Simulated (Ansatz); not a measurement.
A plane-wave DFT run in Ansatz 0.2.0 (scalar-relativistic PAW potentials unless the input names others): input and command.

```yaml
crystal:
  lattice:
    - [-1.5791052995, 1.5791052995, 6.5016123739]
    - [1.5791052995, -1.5791052995, 6.5016123739]
    - [1.5791052995, 1.5791052995, -6.5016123739]
  atoms:
    - { symbol: Zr, position: [0.0, 0.0, 0.0] }
    - { symbol: Cd, position: [0.6674118721, 0.6674118721, 0.0] }
    - { symbol: Cd, position: [0.3325881279, 0.3325881279, 0.0] }
basis:
  ecutwfc: "50 eV"
kpoints:
  mp_grid: { grid: [20, 20, 20] }
hamiltonian:
  xc: pbe
scf:
  occupations: { method: gaussian, width: 0.1 }
  max_iter: 80
output:
  forces: true
  eigenvalues: true
  stress: true
```

```bash
ansatz run input.yaml --threads 1 --pin off --max-ram 2560MiB --backend cpu --events-out ev --progress --plain --runs-dir out
```

Abridged log:
```
Pseudopotentials: kind: paw
Pseudopotential: Zr, paw, valence charge 12, recommended cutoff 420 eV (normal)
Pseudopotential: Cd, paw, valence charge 20, recommended cutoff 420 eV (normal)
Functional definition: PBE
Crystal: 3 atoms, lattice volume = 64.849 Å³
Basis set: ecut = 50 eV, 51 PW (Γ), FFT grids on a1+a3, a2+a3, a3, exchange–correlation on 24×24×32 points (8 copies of the dense FFT grid, shifted against one another)
Bands: 32, of which v1, the nominal top of the filled ones, is band 26 counted from 1 (25 counted from 0)
Symmetry: 16 space group operations
Space group: I4/mmm (ITA 139), of the structure as read, at distance tolerance 4.0e-5 Å
k-points: 641 of 8000
Initial density: superposition of atomic densities (neutral atoms: chi_scale 0, normalization atom), corrected by the library's trained network
Initial wavefunctions: pseudopotential atomic-orbital guess
Functional: x = pbe(κ = 0.804, μ = 0.21951497), c = pbe(β = 0.06672455)
SCF iter   1: F=—  HF=-19584.482173 eV  |F-HF|=—  |Δ(HF+E_count)|=         —  Δρ=1.85e0  dr2=2.21e3  ethr=1.77e-3  ⟨swp⟩=1.0  Hψ=66824  notcnv=0
automatic band count: the SCF goes on with 38 bands, as 32 were too few: the levels above may hold too much charge
SCF iter   2: F=—  HF=-17934.394225 eV  |F-HF|=—  |Δ(HF+E_count)|=    1.65e3  Δρ=2.25e-1  dr2=6.79e1  ethr=1.77e-3  ⟨swp⟩=3.1  Hψ=61650  notcnv=0  defer=3507
SCF iter   3: F=—  HF=-17909.023675 eV  |F-HF|=—  |Δ(HF+E_count)|=    2.54e1  Δρ=4.11e-2  dr2=3.05e0  ethr=1.77e-3  ⟨swp⟩=2.8  Hψ=48344  notcnv=0  defer=3832
SCF iter   4: F=—  HF=-17907.637445 eV  |F-HF|=—  |Δ(HF+E_count)|=    1.39e0  Δρ=1.18e-2  dr2=2.76e-1  ethr=1.77e-3  ⟨swp⟩=2.0  Hψ=33094  notcnv=0  defer=3818
SCF iter   5: F=—  HF=-17907.552273 eV  |F-HF|=—  |Δ(HF+E_count)|=   8.52e-2  Δρ=2.65e-3  dr2=8.61e-3  ethr=5.31e-4  ⟨swp⟩=1.7  Hψ=30436  notcnv=0  defer=3777
SCF iter   6: F=—  HF=-17907.548252 eV  |F-HF|=—  |Δ(HF+E_count)|=   4.02e-3  Δρ=7.02e-4  dr2=1.20e-3  ethr=1.66e-5  ⟨swp⟩=2.0  Hψ=29116  notcnv=0  defer=3774
SCF iter   7: F=—  HF=-17907.547951 eV  |F-HF|=—  |Δ(HF+E_count)|=   3.00e-4  Δρ=2.01e-4  dr2=5.93e-5  ethr=2.30e-6  ⟨swp⟩=2.0  Hψ=29231  notcnv=0  defer=3774
SCF iter   8: F=—  HF=-17907.589040 eV  |F-HF|=—  |Δ(HF+E_count)|=   4.11e-2  Δρ=2.88e-5  dr2=7.16e-7  ethr=1.14e-7  ⟨swp⟩=2.0  Hψ=29877  notcnv=0  defer=3774
SCF iter   9: F=-17907.589040 eV  HF=-17907.589040 eV  |F-HF|=1.86e-9  |Δ(HF+E_count)|=   2.28e-7  Δρ=1.87e-6  dr2=3.33e-9  ethr=1.92e-10  ⟨swp⟩=7.7  Hψ=89332  notcnv=0
the search or the solves at the SCF's close seem to have found levels that the self-consistency loop had missed (the run counts 3). By its estimate they hold under 1e-12 electrons; where the run keeps them, the occupations were computed again with them
SCF 1 converged in 9 iterations: F = -17907.589040 eV  dr2 = 3.33e-9
SCF converged after 9 iterations
Free energy (F): -17907.589040 eV
Harris-Foulkes:  -17907.589040 eV  (|F-HF|=1.86e-9)
Internal energy: -17907.584607 eV  (E = F + TS)
E sigma→0 (E₀):  -17907.586823 eV
Entropy (-TS):   -0.004432 eV (-1.477 meV/atom)
Fermi energy:    31.991904 eV
--- Forces (eV/Å), atoms counted from 1 ---
  atom   1  Zr     0.00000000     0.00000000     0.00000000
  atom   2  Cd     0.00000000     0.00000000    19.67210389
  atom   3  Cd     0.00000000     0.00000000   -19.67210389
--- Stress (GPa, compression-positive) ---
    -5373.830375       0.000000       0.000000
        0.000000   -5373.830375       0.000000
        0.000000       0.000000   -5348.158303
  P = ⅓ Tr σ = -5365.2730 GPa (-53652.730 kbar)
```

Problem. What should be changed?

Solution. The fault is a cutoff far too low (basis.ecutwfc: 420 → "50 eV", the first being the value of the sound run). Setting it back cures it. The log, from which this was withheld above, says: «Warning: basis.ecutwfc = 50 eV is below the records' recommended 420 eV, and the density's cutoff is lower with it unless basis.ecutrho_ratio is high enough to keep the records' density cutoff: compare with a run at a higher cutoff» The run converged all the same, with an energy at zero smearing 928.5 eV/atom above the reference's, pressure -5365.27 GPa, largest force 19.672 eV/Å, no gap on the mesh, so convergence alone doesn't show that an input is right. A reference run on usual settings, whose relaxation ended at this geometry, converged, and the end of its own relaxation has pressure 0.00 GPa, largest force 0.000 eV/Å, no gap on the mesh.

Time: 6.8 s on 1 thread of Intel(R) Xeon(R) 6975P-C (Granite Rapids) (shared host), peak memory 0.48 GiB.